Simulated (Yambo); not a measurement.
TaAgO3 (space group R-3c, No. 167), G0W0@LDA (Yambo, plasmon pole, terminator in G, 2×2×2 mesh): gap L → F in eV by bands and screening block.

```csv
bands (W and G),2 Ry,3 Ry,4 Ry,6 Ry,7 Ry
72,4.78,[?],4.44,4.35,4.33
96,4.39,4.21,4.02,3.94,3.93
127,4.25,4.06,[?],[?],3.79
167,4.19,3.99,3.79,3.72,3.72
207,4.16,3.96,3.76,3.69,3.68
```

Task: Estimate the withheld gaps from their neighbours; the computed values follow.

Result: 
- 72, 3 Ry: 4.61
- 127, 4 Ry: 3.87
- 127, 6 Ry: 3.80

The largest settings aren't shown to be the converged limit.

Spin-orbit coupling is not included.

Geometry of the Materials Project entry, not relaxed at this level; primitive cell a = 5.651 Å, b = 5.651 Å, c = 5.651 Å, α = 59.12°, β = 59.12°, γ = 59.12°.

The structure is a Materials Project entry; no match was found in the copy of COD used, and its stability was not checked.
